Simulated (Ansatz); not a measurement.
**Calculation log, WC (P-6m2) (elastic constants by finite strains)**

Method: r²SCAN, PAW on Ansatz 0.2.0's default frozen-core files (fitted under PBE), scalar-relativistic.

Cell and atoms were relaxed beforehand by PAW with this functional.

Command:

```sh
ansatz run input.yaml --threads 1 --pin off --max-ram 2560MiB --backend cpu --events-out ev --progress --plain --runs-dir out
```

Input:

```yaml
crystal:
  lattice:
    - [2.91254603004, 0.0, 0.0]
    - [-1.45627301502, 2.5223388517, 0.0]
    - [0.0, 0.0, 2.83549944457]
  atoms:
    - { symbol: W, position: [0.0, 0.0, 0.0] }
    - { symbol: C, position: [0.666666666667, 0.333333333333, 0.5] }
kpoints:
  mp_grid: { grid: [18, 18, 16] }
scf:
  occupations: { method: fermi_dirac, width: 0.1 }
hamiltonian:
  xc: r2scan
  pseudopotentials: { kind: paw }
elastic:
  mode: relaxed_ion
  stencil: two_point
  amplitude: 0.005
```

The program printed:

```
Warning: RAYON_NUM_THREADS=1 ignored (pool sized by the plan → 1); use --threads N
Engine: ansatz 0.2.0, aarch64-unknown-linux-gnu
Pseudopotentials: kind: paw
Pseudopotential: W, paw, valence charge 14, recommended cutoff 500 eV (meta_gga), W.paw.azcp
Pseudopotential: C, paw, valence charge 4, recommended cutoff 500 eV (meta_gga), C.paw.azcp
Functional definition: r2SCAN
  parameter k0 = 0.174
  parameter k1 = 0.065
  parameter a1 = 4.9479
  exchange = r2scan_x(k0 = k0, k1 = k1, a1 = a1)
  correlation = r2scan_c
Crystal: 2 atoms, lattice volume = 20.831 Å³
Basis set: ecut = 500 eV, 539 PW (Γ), exchange–correlation on 96×96×96 points (64 copies of the dense FFT grid, shifted against one another)
Bands: 13, of which v1, the nominal top of the filled ones, is band 9 counted from 1 (8 counted from 0)
Symmetry: 12 space group operations
Space group: P-6m2 (ITA 187), of the structure as read, at distance tolerance 2.8e-5 Å
k-points: 333 of 5184 (time reversal used)
Non-local potential: W, projectors of the file, l = 0: 3, l = 1: 2, l = 2: 2, l = 3: 1
Non-local potential: C, projectors of the file, l = 0: 2, l = 1: 2, l = 2: 1
[... 191 lines left out ...]
  moduli (Voigt/Reuss/Hill, GPa): K = 404.71/401.00/402.85   G = 301.26/293.26/297.26   E = 715.74   ν = 0.204
  mechanically stable: yes (min eigenvalue of sym C = 248.93 GPa)
  the stresses are not corrected for the forces that the relaxations left standing (`elastic.f_tol`)
  strain η (Voigt 11):  stress-route row diagonal C_11 = 736.44 GPa, energy-path curvature d²(F+E_count+ΔE)/dδ²/Ω₀ = 736.40 GPa
         δ    σ_11 (GPa)             F (eV)   n_scf  n_hpsi   n_pw
    -5.000e-3      -3.7539      -10649.3261428       2  104194    543   relax 3 steps, max|allowed force component| 4.77e-6 eV/Å
     5.000e-3       3.6106      -10649.3261792       2  104051    555   relax 3 steps, max|allowed force component| 4.68e-7 eV/Å
  strain η (Voigt 33):  stress-route row diagonal C_33 = 995.57 GPa, energy-path curvature d²(F+E_count+ΔE)/dδ²/Ω₀ = 995.53 GPa
         δ    σ_33 (GPa)             F (eV)   n_scf  n_hpsi   n_pw
    -5.000e-3      -5.0806      -10649.3257056       9   89180    542   relax 0 steps, max|allowed force component| 2.59e-16 eV/Å
     5.000e-3       4.8752      -10649.3257754       7   78530    551   relax 0 steps, max|allowed force component| 2.50e-16 eV/Å
  strain η (Voigt 23):  stress-route row diagonal C_44 = 315.11 GPa, energy-path curvature d²(F+E_count+ΔE)/dδ²/Ω₀ = 315.13 GPa
         δ    σ_23 (GPa)             F (eV)   n_scf  n_hpsi   n_pw
    -5.000e-3      -1.5755      -10649.3268465       2  177282    548   relax 3 steps, max|allowed force component| 2.64e-6 eV/Å
     5.000e-3       1.5755      -10649.3268465       2  177359    548   relax 3 steps, max|allowed force component| 2.64e-6 eV/Å
```

Self-consistency was reached.

### Strained cells

Elastic constants of a crystal by Kohn-Sham DFT: slopes of the stress over finite engineering strains of the given cell, Voigt indices, Cartesian axes as in the input; stress of each strained cell less that at rest, tension positive.

```tsv
strain component	strain	stress xx (GPa)	stress yy (GPa)	stress zz (GPa)	stress yz (GPa)	stress xz (GPa)	stress xy (GPa)	relaxation steps
xx	-0.005	-3.749	-1.205	-0.8796	0	0	0	3
xx	0.005	3.615	1.181	0.862	0	0	0	3
zz	-0.005	-0.889	-0.889	-5.053	0	0	0	0
zz	0.005	0.8532	0.8532	4.903	0	0	0	0
yz	-0.005	-0.0076	-0.0132	-0.012	-1.575	0	0	3
yz	0.005	-0.0076	-0.0132	-0.012	1.575	0	0	3
```

### Elastic moduli

Hill averages of a grain aggregate, Debye temperature from the mean sound speed over directions.

* Bulk modulus: 402.9 GPa
* Shear modulus: 297.3 GPa
* Young modulus: 715.7 GPa
* Poisson ratio: 0.2039
* Bulk over shear modulus: 1.355
* Elastic anisotropy index: 0.1457
* Least young modulus: 644.6 GPa
* Largest young modulus: 933.3 GPa
* Longitudinal sound speed: 7155 m/s
* Transverse sound speed: 4363 m/s
* Elastic debye temperature: 654.6 K
* Linear compressibility (x, y, z): 0.9026, 0.9026, 0.6886 1/TPa

**Elastic constants**

```
Pressure at rest         : 0.012 GPa
Least elastic eigenvalue : 248.9 GPa
Elastically stable       : yes
```

| index | elastic (GPa) |
| --- | --- |
| 11 | 736.4 |
| 12 | 238.6 |
| 13 | 174.2 |
| 33 | 995.6 |
| 44 | 315.1 |

Limits of these numbers: frozen-core PAW files fitted under PBE, their cores solved anew for the functional of the run; responses of metals move with mesh and smearing; no spin-orbit coupling on heavy atoms; elastic stability says nothing of phonons or of other phases.

Time and hardware: 14 min on 1 thread of Arm Neoverse V1, on a shared host, peak memory 0.91 GiB.
